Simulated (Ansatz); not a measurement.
Input file for Ansatz (a program for electronic structure):

Ansatz 0.2 input:
```yaml
crystal:
  lattice:
    - [4.4916303098, 0.0, 0.0]
    - [0.0, 4.4916303098, 0.0]
    - [0.0, 0.0, 5.7726869399]
  atoms:
    - { symbol: N, position: [0.9134310165, 0.9134310165, 0.0] }
    - { symbol: N, position: [0.0865689835, 0.0865689835, 0.0] }
    - { symbol: N, position: [0.5865689835, 0.4134310165, 0.5] }
    - { symbol: N, position: [0.4134310165, 0.5865689835, 0.5] }
kpoints:
  mp_grid: { grid: [6, 6, 5] }
hamiltonian:
  xc: pbesol
  pseudopotentials: { kind: paw }
scf:
  occupations: { method: fixed }
elastic: { mode: relaxed_ion, stencil: two_point, amplitude: 0.005, f_tol: 0.0005 }
```

Output (shortened):

```
Pseudopotential: N, paw, valence charge 5
Functional definition: PBEsol
Crystal: 4 atoms, lattice volume = 116.462 Å³
Basis set: ecut = 420 eV, 2323 PW (Γ), exchange–correlation on 64×64×80 points (8 copies of the dense FFT grid, shifted against one another)
Bands: 14, of which v1, the nominal top of the filled ones, is band 10 counted from 1 (9 counted from 0)
Symmetry: 16 space group operations
Space group: P42/mnm (ITA 136), of the structure as read, at distance tolerance 4.9e-5 Å
k-points: 30 of 180
SCF 1 converged in 9 iterations: F = -1513.925577 eV  dr2 = 1.93e-15
Crystal: 4 atoms, lattice volume = 115.880 Å³
Basis set: ecut = 420 eV, 2315 PW (Γ), exchange–correlation on 64×64×80 points (8 copies of the dense FFT grid, shifted against one another)
Symmetry: 8 space group operations
k-points: 48 of 180
SCF 2 converged in 9 iterations: F = -1513.924493 eV  dr2 = 5.23e-15
relax step   1: F+E_penalty+E_count = -1513.92449335 eV  Δ(F+E_penalty+E_count) = +0.000e0 eV  max|allowed force component| = 2.806e-1 eV/Å  Δτ_max = 0.0000 Å  (9 SCF iters, accepted)
Crystal: 4 atoms, lattice volume = 115.880 Å³
SCF 3 converged in 8 iterations: F = -1513.925569 eV  dr2 = 5.10e-14
relax step   2: F+E_penalty+E_count = -1513.92556851 eV  Δ(F+E_penalty+E_count) = -1.075e-3 eV  max|allowed force component| = 2.580e-2 eV/Å  Δτ_max = 0.0015 Å  (8 SCF iters, accepted)
Crystal: 4 atoms, lattice volume = 115.880 Å³
SCF 4 converged in 8 iterations: F = -1513.925578 eV  dr2 = 9.88e-16
relax step   3: F+E_penalty+E_count = -1513.92557779 eV  Δ(F+E_penalty+E_count) = -9.271e-6 eV  max|allowed force component| = 2.608e-4 eV/Å  Δτ_max = 0.0003 Å  (8 SCF iters, accepted)
Crystal: 4 atoms, lattice volume = 115.880 Å³
SCF 5 converged in 10 iterations: F = -1513.925578 eV  dr2 = 4.78e-16
Crystal: 4 atoms, lattice volume = 117.045 Å³
SCF 6 converged in 9 iterations: F = -1513.924419 eV  dr2 = 1.59e-14
relax step   1: F+E_penalty+E_count = -1513.92441856 eV  Δ(F+E_penalty+E_count) = +0.000e0 eV  max|allowed force component| = 2.749e-1 eV/Å  Δτ_max = 0.0000 Å  (9 SCF iters, accepted)
Crystal: 4 atoms, lattice volume = 117.045 Å³
SCF 7 converged in 9 iterations: F = -1513.925332 eV  dr2 = 2.56e-14
relax step   2: F+E_penalty+E_count = -1513.92533179 eV  Δ(F+E_penalty+E_count) = -9.132e-4 eV  max|allowed force component| = 5.811e-2 eV/Å  Δτ_max = 0.0205 Å  (9 SCF iters, accepted)
Crystal: 4 atoms, lattice volume = 117.045 Å³
SCF 8 converged in 9 iterations: F = -1513.925425 eV  dr2 = 3.33e-15
relax step   3: F+E_penalty+E_count = -1513.92542458 eV  Δ(F+E_penalty+E_count) = -9.279e-5 eV  max|allowed force component| = 5.804e-2 eV/Å  Δτ_max = 0.0129 Å  (9 SCF iters, accepted)
Crystal: 4 atoms, lattice volume = 117.045 Å³
SCF 9 converged in 8 iterations: F = -1513.925480 eV  dr2 = 2.66e-14
relax step   4: F+E_penalty+E_count = -1513.92547982 eV  Δ(F+E_penalty+E_count) = -5.525e-5 eV  max|allowed force component| = 1.472e-2 eV/Å  Δτ_max = 0.0035 Å  (8 SCF iters, accepted)
Crystal: 4 atoms, lattice volume = 117.045 Å³
SCF 10 converged in 8 iterations: F = -1513.925486 eV  dr2 = 4.47e-14
relax step   5: F+E_penalty+E_count = -1513.92548579 eV  Δ(F+E_penalty+E_count) = -5.968e-6 eV  max|allowed force component| = 1.032e-2 eV/Å  Δτ_max = 0.0038 Å  (8 SCF iters, accepted)
Crystal: 4 atoms, lattice volume = 117.045 Å³
SCF 11 converged in 7 iterations: F = -1513.925487 eV  dr2 = 3.96e-14
relax step   6: F+E_penalty+E_count = -1513.92548731 eV  Δ(F+E_penalty+E_count) = -1.520e-6 eV  max|allowed force component| = 1.732e-4 eV/Å  Δτ_max = 0.0002 Å  (7 SCF iters, accepted)
Crystal: 4 atoms, lattice volume = 117.045 Å³
SCF 12 converged in 9 iterations: F = -1513.925487 eV  dr2 = 5.61e-14
Crystal: 4 atoms, lattice volume = 115.880 Å³
SCF 13 converged in 9 iterations: F = -1513.925499 eV  dr2 = 7.99e-15
relax step   1: F+E_penalty+E_count = -1513.92549940 eV  Δ(F+E_penalty+E_count) = +0.000e0 eV  max|allowed force component| = 1.240e-4 eV/Å  Δτ_max = 0.0000 Å  (9 SCF iters, accepted)
Crystal: 4 atoms, lattice volume = 115.880 Å³
SCF 14 converged in 9 iterations: F = -1513.925499 eV  dr2 = 5.63e-14
Crystal: 4 atoms, lattice volume = 117.045 Å³
SCF 15 converged in 9 iterations: F = -1513.925505 eV  dr2 = 4.30e-15
relax step   1: F+E_penalty+E_count = -1513.92550548 eV  Δ(F+E_penalty+E_count) = +0.000e0 eV  max|allowed force component| = 8.591e-4 eV/Å  Δτ_max = 0.0000 Å  (9 SCF iters, accepted)
Crystal: 4 atoms, lattice volume = 117.045 Å³
SCF 16 converged in 5 iterations: F = -1513.925505 eV  dr2 = 3.10e-14
relax step   2: F+E_penalty+E_count = -1513.92550549 eV  Δ(F+E_penalty+E_count) = -1.027e-8 eV  max|allowed force component| = 7.632e-5 eV/Å  Δτ_max = 0.0000 Å  (5 SCF iters, accepted)
Crystal: 4 atoms, lattice volume = 117.045 Å³
SCF 17 converged in 9 iterations: F = -1513.925505 eV  dr2 = 3.05e-14
Crystal: 4 atoms, lattice volume = 116.462 Å³
Symmetry: 4 space group operations
k-points: 64 of 180
SCF 18 converged in 9 iterations: F = -1513.925565 eV  dr2 = 9.91e-15
relax step   1: F+E_penalty+E_count = -1513.92556496 eV  Δ(F+E_penalty+E_count) = +0.000e0 eV  max|allowed force component| = 2.935e-4 eV/Å  Δτ_max = 0.0000 Å  (9 SCF iters, accepted)
Crystal: 4 atoms, lattice volume = 116.462 Å³
SCF 19 converged in 9 iterations: F = -1513.925565 eV  dr2 = 6.56e-14
Crystal: 4 atoms, lattice volume = 116.462 Å³
SCF 20 converged in 9 iterations: F = -1513.925565 eV  dr2 = 1.03e-14
relax step   1: F+E_penalty+E_count = -1513.92556496 eV  Δ(F+E_penalty+E_count) = +0.000e0 eV  max|allowed force component| = 2.935e-4 eV/Å  Δτ_max = 0.0000 Å  (9 SCF iters, accepted)
Crystal: 4 atoms, lattice volume = 116.462 Å³
SCF 21 converged in 9 iterations: F = -1513.925565 eV  dr2 = 5.82e-14
Crystal: 4 atoms, lattice volume = 116.462 Å³
k-points: 39 of 180
SCF 22 converged in 9 iterations: F = -1513.924476 eV  dr2 = 5.11e-14
relax step   1: F+E_penalty+E_count = -1513.92447556 eV  Δ(F+E_penalty+E_count) = +0.000e0 eV  max|allowed force component| = 2.807e-1 eV/Å  Δτ_max = 0.0000 Å  (9 SCF iters, accepted)
Crystal: 4 atoms, lattice volume = 116.462 Å³
SCF 23 converged in 9 iterations: F = -1513.925546 eV  dr2 = 5.93e-15
relax step   2: F+E_penalty+E_count = -1513.92554606 eV  Δ(F+E_penalty+E_count) = -1.070e-3 eV  max|allowed force component| = 2.596e-2 eV/Å  Δτ_max = 0.0015 Å  (9 SCF iters, accepted)
Crystal: 4 atoms, lattice volume = 116.462 Å³
SCF 24 converged in 8 iterations: F = -1513.925555 eV  dr2 = 8.17e-15
relax step   3: F+E_penalty+E_count = -1513.92555470 eV  Δ(F+E_penalty+E_count) = -8.646e-6 eV  max|allowed force component| = 3.236e-4 eV/Å  Δτ_max = 0.0001 Å  (8 SCF iters, accepted)
Crystal: 4 atoms, lattice volume = 116.462 Å³
SCF 25 converged in 9 iterations: F = -1513.925555 eV  dr2 = 5.22e-14
Crystal: 4 atoms, lattice volume = 116.462 Å³
SCF 26 converged in 9 iterations: F = -1513.924476 eV  dr2 = 4.98e-14
relax step   1: F+E_penalty+E_count = -1513.92447556 eV  Δ(F+E_penalty+E_count) = +0.000e0 eV  max|allowed force component| = 2.807e-1 eV/Å  Δτ_max = 0.0000 Å  (9 SCF iters, accepted)
Crystal: 4 atoms, lattice volume = 116.462 Å³
SCF 27 converged in 9 iterations: F = -1513.925546 eV  dr2 = 6.37e-15
relax step   2: F+E_penalty+E_count = -1513.92554606 eV  Δ(F+E_penalty+E_count) = -1.070e-3 eV  max|allowed force component| = 2.596e-2 eV/Å  Δτ_max = 0.0015 Å  (9 SCF iters, accepted)
Crystal: 4 atoms, lattice volume = 116.462 Å³
SCF 28 converged in 8 iterations: F = -1513.925555 eV  dr2 = 8.34e-15
relax step   3: F+E_penalty+E_count = -1513.92555470 eV  Δ(F+E_penalty+E_count) = -8.646e-6 eV  max|allowed force component| = 3.236e-4 eV/Å  Δτ_max = 0.0001 Å  (8 SCF iters, accepted)
Crystal: 4 atoms, lattice volume = 116.462 Å³
SCF 29 converged in 9 iterations: F = -1513.925555 eV  dr2 = 5.94e-14
SCF converged after 9 iterations
Free energy (F): -1513.925577 eV
Harris-Foulkes:  -1513.925577 eV  (|F-HF|=0.00e0)
Internal energy: -1513.925577 eV  (E = F + TS)
E sigma→0 (E₀):  -1513.925577 eV
Fermi energy:    -6.648831 eV
--- Per-component energies (eV) ---
  E_band       = -231.570498
  E_kinetic    = 500.074869
  E_local      = -1643.748404  (includes V_loc(G=0)·N_el)
  E_nonlocal   = 192.729973
  E_hartree    = 542.460466
  E_xc         = -226.571198
  E_vxc        = -288.022173  (∫ρ·V_xc dr)
  E_paw        = -490.376146  (= ΣΔE_a)
  E_vpaw       = -77.526036  (= ΣTr[D̂ρ^β])
  E_aug_tail   = 0.000339  (compensation charges beyond the density's cutoff)
  E_ewald      = -388.607872
  E_core_change = 0.112395  (= ΣΔE_core)
  E_smearing   =  0.000000  (= −TS)
  E_closure    = 0.000000  (closes the sum)
  Σ components = -1513.925577   (vs F -1513.925577, Δ=0.00e0)
--- Forces (eV/Å), atoms counted from 1 ---
  atom   1  N     -0.00042812    -0.00042812     0.00000000
  atom   2  N      0.00042812     0.00042812     0.00000000
  atom   3  N      0.00042812    -0.00042812     0.00000000
  atom   4  N     -0.00042812     0.00042812     0.00000000
  max |Σ_I F_I| component: 2.08e-17 eV/Å
--- Stress (GPa, compression-positive) ---
        0.004259       0.000000       0.000000
        0.000000       0.004259       0.000000
        0.000000       0.000000      -0.000215
  P = ⅓ Tr σ = 0.0028 GPa (0.028 kbar)
--- Band table (eV; the first three rows and the last of 30) ---
  k-point 0: bands = ["-24.7189", "-24.6957", "-9.9106", "-9.9106", "-8.3764", "-8.1060", "-8.1060", "-8.0464", "-7.1919", "-6.7196", "0.7770", "1.3861", "1.5952", "1.5952"]
  k-point 1: bands = ["-24.7165", "-24.6977", "-9.9095", "-9.9095", "-8.3583", "-8.1072", "-8.1072", "-8.1004", "-7.1243", "-6.7509", "0.8315", "1.3240", "1.5908", "1.5908"]
  k-point 2: bands = ["-24.7108", "-24.7036", "-9.9078", "-9.9078", "-8.3020", "-8.2083", "-8.1095", "-8.1095", "-6.9811", "-6.8431", "0.9772", "1.1651", "1.5825", "1.5825"]
  k-point 29: bands = ["-24.6995", "-24.6995", "-10.0856", "-10.0856", "-8.2822", "-8.2822", "-8.1868", "-8.1868", "-6.6488", "-6.6488", "1.3160", "1.3160", "1.9326", "1.9326"]
--- Elastic constants: 4 strain directions × 2 members + reference (group order 16) ---
  dense FFT box of the reference and of every strained cell: 32×32×40
  strains applied: 11, 33, 23, 12; error gains …
  C = ∂σ_k/∂η_j (tension-positive GPa; Voigt order 11 22 33 23 13 12):
         0.873      0.432      0.598      0.000      0.000      0.000
         0.432      0.873      0.598      0.000      0.000      0.000
         0.546      0.546      0.597      0.000      0.000      0.000
         0.000      0.000      0.000      0.370      0.000      0.000
         0.000      0.000      0.000      0.000      0.370      0.000
         0.000      0.000      0.000      0.000      0.000      0.495
  reference stress σ⁰ (GPa):     -0.004     -0.004      0.000      0.000      0.000      0.000
  moduli (Voigt/Reuss/Hill, GPa): K = 0.61/0.59/0.60   G = 0.30/0.12/0.21   E = 0.56   ν = 0.343
  mechanically stable: yes (min eigenvalue of sym C = 0.07 GPa)
  harmonic check of the ions' relaxations: strain 33: 1 pair too noisy to judge …
  the stresses are not corrected for the forces that the relaxations left standing (`elastic.f_tol`)
  strain η (Voigt 11):  stress-route row diagonal C_11 = 0.87 GPa, energy-path curvature d²(F+E_count+ΔE)/dδ²/Ω₀ = 0.60 GPa
         δ    σ_11 (GPa)             F (eV)   n_scf  n_hpsi   n_pw
    -5.000e-3      -0.0072       -1513.9255778      10   12844   2315   relax 3 steps, max|allowed force component| 2.61e-4 eV/Å
     5.000e-3       0.0016       -1513.9254873       9   12168   2323   relax 6 steps, max|allowed force component| 1.73e-4 eV/Å
  strain η (Voigt 33):  stress-route row diagonal C_33 = 0.60 GPa, energy-path curvature d²(F+E_count+ΔE)/dδ²/Ω₀ = 0.60 GPa
         δ    σ_33 (GPa)             F (eV)   n_scf  n_hpsi   n_pw
    -5.000e-3      -0.0015       -1513.9254994       9    7621   2323   relax 1 steps, max|allowed force component| 1.24e-4 eV/Å
     5.000e-3       0.0044       -1513.9255055       9    7678   2323   relax 2 steps, max|allowed force component| 7.63e-5 eV/Å
  strain η (Voigt 23):  stress-route row diagonal C_44 = 0.37 GPa, energy-path curvature d²(F+E_count+ΔE)/dδ²/Ω₀ = 0.45 GPa
         δ    σ_23 (GPa)             F (eV)   n_scf  n_hpsi   n_pw
    -5.000e-3      -0.0019       -1513.9255650       9   16322   2323   relax 1 steps, max|allowed force component| 2.94e-4 eV/Å
     5.000e-3       0.0019       -1513.9255650       9   16329   2323   relax 1 steps, max|allowed force component| 2.94e-4 eV/Å
  strain η (Voigt 12):  stress-route row diagonal C_66 = 0.49 GPa, energy-path curvature d²(F+E_count+ΔE)/dδ²/Ω₀ = 0.38 GPa
         δ    σ_12 (GPa)             F (eV)   n_scf  n_hpsi   n_pw
    -5.000e-3      -0.0025       -1513.9255547       9    9949   2315   relax 3 steps, max|allowed force component| 3.24e-4 eV/Å
     5.000e-3       0.0025       -1513.9255547       9    9941   2315   relax 3 steps, max|allowed force component| 3.24e-4 eV/Å
```

Cost: about 80 core-seconds (a rough figure) on shared cores.

Space group P4_2/mnm. The workflow started from a Materials Project entry (that database holds measured and hypothetical structures alike); the Crystallography Open Database copy checked does not list it. It is not the usual solid phase (space group No. 205). The PBEsol relaxation kept the symmetry of its start; whether a distortion lowers the energy is not shown. The substance is a gas or liquid at ambient conditions. A crystal of weakly bound molecules computed without a dispersion correction: the cell and the soft elastic constants depend strongly on that.

Potentials: the later of the program's two PAW sets.

Ansatz is a plane-wave DFT program.
